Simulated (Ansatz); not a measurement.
## Stress against strain in SrMg

```yaml
crystal:
  lattice:
    - [3.90000, 0.00000, 0.00000]
    - [0.00000, 3.90000, 0.00000]
    - [0.00000, 0.00000, 3.90000]
  atoms:
    - { symbol: Sr, position: [0.50000, 0.50000, 0.50000] }
    - { symbol: Mg, position: [0.00000, 0.00000, 0.00000] }
```

Atom numbers follow the list: Sr1, Mg2.

Conventional cell: a = 3.900 Å, b = 3.900 Å, c = 3.900 Å, α = 90.00°, β = 90.00°, γ = 90.00°. Sr (atom 1) is surrounded by 8 Mg at 3.38 Å. Mg (atom 2) is surrounded by 8 Sr at 3.38 Å.

The cell is COD entry 9008822, as deposited and not checked against the literature; nothing was relaxed.

Computed with DFT, LDA, all-electron LAPW, scalar-relativistic in Ansatz 0.2.0.

Settings: a Γ-centred 9×9×9 k mesh, Fermi–Dirac smearing of 0.05 eV, basis error target 0.5 meV/atom, no spin polarisation.

The strain is applied along the Cartesian axes of the cell as listed (the other components stay zero). Fractional coordinates are held (clamped ions).

σ is the change of stress from the unstrained cell, which is at 3.43 GPa; tension is positive, so slopes are stress–strain coefficients at that pressure. In a metal the k mesh adds noise.

Only quantities that a quadratic follows smoothly over the whole series are listed; rougher ones are left out.

```
εxx = εyy  σzz (GPa)  σxx (GPa)
  -0.0200      -1.31      -1.63
   0.0000       0.00       0.00
   0.0100       0.56       0.73
   0.0200       1.06       1.41
```

(1) Fit the series and read off the stiffness at zero strain.

(2) One run, at εxx = εyy = -0.0100, is withheld. Predict its row.

Answers

(1) Least-squares fits y = p0 + p1 x + p2 x² to the rows give σzz (GPa): p1 = 59.2, p2 = -310; σxx (GPa): p1 = 76, p2 = -270. So 2 C12 = 59 GPa and C11 + C12 = 76 GPa.

(2) The fits give -0.62, -0.79; the run gave -0.62, -0.78.
